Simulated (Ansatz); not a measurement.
# Sb, one cell by several methods

```
CELL_PARAMETERS angstrom
3.36900 0.00000 0.00000
-1.68450 2.91764 0.00000
0.00000 0.00000 5.33000
ATOMIC_POSITIONS crystal
Sb 0.33333 0.66667 0.25000
Sb 0.66667 0.33333 0.75000
```

Atoms are numbered in the order listed.

The cell is COD entry 1539203, as deposited and not checked against the literature; nothing was relaxed.

Spin–orbit coupling is left out, though it moves levels of the heavy atoms by tenths of an eV or more.

Levels of theory: DFT, PBEsol, PAW with Ansatz's default frozen-core files, scalar-relativistic (Ansatz 0.2.0); DFT, PBEsol, all-electron PAW with datasets made for the crystal, scalar-relativistic (Ansatz 0.2.0); DFT, PBEsol, all-electron LAPW, scalar-relativistic (Ansatz 0.2.0).

For PAW: a Γ-centred 12×12×7 k mesh, Fermi–Dirac smearing of 0.05 eV, cutoff 420 eV, no spin polarisation; the PAW files were made with PBE, and the program remakes their frozen cores for this functional. The crystal-made all-electron datasets (AE datasets) take a cutoff of 160 eV at this cell. LAPW targets a basis error of 0.5 meV/atom. The Ansatz runs share mesh, smearing and spin set-up. Plane-wave (PAW) pressures include the program's estimate of the Pulay term.

Stress and pressure are positive in compression.

Spin–orbit coupling is left out, which moves gradients at and beside heavy atoms by some per cent and at worst by a factor of two.

In a metal, gradients converge slowly with the k mesh: the values move by tens of per cent from one mesh to another, at times in sign, so only the comparison on one mesh counts.

Levels count from the Fermi level.

```json
{"quantity": "pressure (GPa)", "PAW": "-0.15", "AE datasets": "-0.14", "LAPW": "-0.14"}
{"quantity": "stress xx (GPa)", "PAW": "0.26", "AE datasets": "0.27", "LAPW": "0.27"}
{"quantity": "stress zz (GPa)", "PAW": "-0.98", "AE datasets": "-0.97", "LAPW": "-0.97"}
{"quantity": "highest filled level at H (eV)", "PAW": "-3.347", "AE datasets": "-3.348", "LAPW": "-3.348"}
{"quantity": "lowest empty level at H (eV)", "PAW": "3.365", "AE datasets": "3.364", "LAPW": "3.364"}
{"quantity": "highest filled level at A (eV)", "PAW": "-0.461", "AE datasets": "-0.460", "LAPW": "-0.460"}
{"quantity": "lowest empty level at A (eV)", "PAW": "4.204", "AE datasets": "4.202", "LAPW": "4.202"}
{"quantity": "highest filled level at Γ (eV)", "PAW": "-5.968", "AE datasets": "-5.969", "LAPW": "-5.969"}
{"quantity": "lowest empty level at Γ (eV)", "PAW": "3.306", "AE datasets": "3.305", "LAPW": "3.305"}
{"quantity": "field gradient Vzz at Sb1 (10²¹ V/m²)", "PAW": "2.27", "AE datasets": "2.25", "LAPW": "–"}
```
